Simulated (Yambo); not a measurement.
**Convergence of the G0W0 gap of AlN**

G0W0@LDA for AlN (wurtzite, space group P6_3mc, No. 186) in Yambo. Reference settings: 6×6×4 Γ-centred k mesh, 77 bands and a 8 Ry block in the screening, 77 bands in G with the Bruneval-Gonze terminator, plasmon pole fitted at 27.2 eV. The LDA gap Γ → Γ on this mesh is 4.49 eV; G0W0 gaps are taken between the same points.

```csv
change from the reference,G0W0 gap Γ → Γ (eV),shift of the valence edge (eV)
reference settings,6.05,-0.84
"28 bands in W, 28 bands in G",6.09,-0.60
"42 bands in W, 42 bands in G",6.05,-0.72
"59 bands in W, 59 bands in G",6.04,-0.78
"18 bands in W, 18 bands in G, 6 Ry block",6.16,-0.40
"18 bands in W, 18 bands in G, 5 Ry block",6.08,-0.34
"18 bands in W, 18 bands in G, 2 Ry block",5.95,-0.28
"28 bands in W, 28 bands in G, 3 Ry block",5.83,-0.44
"28 bands in W, 28 bands in G, 5 Ry block",5.88,-0.46
"28 bands in W, 28 bands in G, 6 Ry block",5.99,-0.54
"42 bands in W, 42 bands in G, 3 Ry block",5.75,-0.52
"42 bands in W, 42 bands in G, 6 Ry block",5.93,-0.64
3 Ry block,5.70,-0.58
6 Ry block,5.91,-0.73
"18 bands in W, 18 bands in G, 3 Ry block, no terminator",6.02,-0.02
```

The reference isn't shown to be the converged limit.

Geometry relaxed with LDA; primitive cell a = b = 3.0822 Å, c = 4.9334 Å, α = β = 90.00°, γ = 120.00°.

A shift is the quasiparticle energy of the state minus its LDA energy.
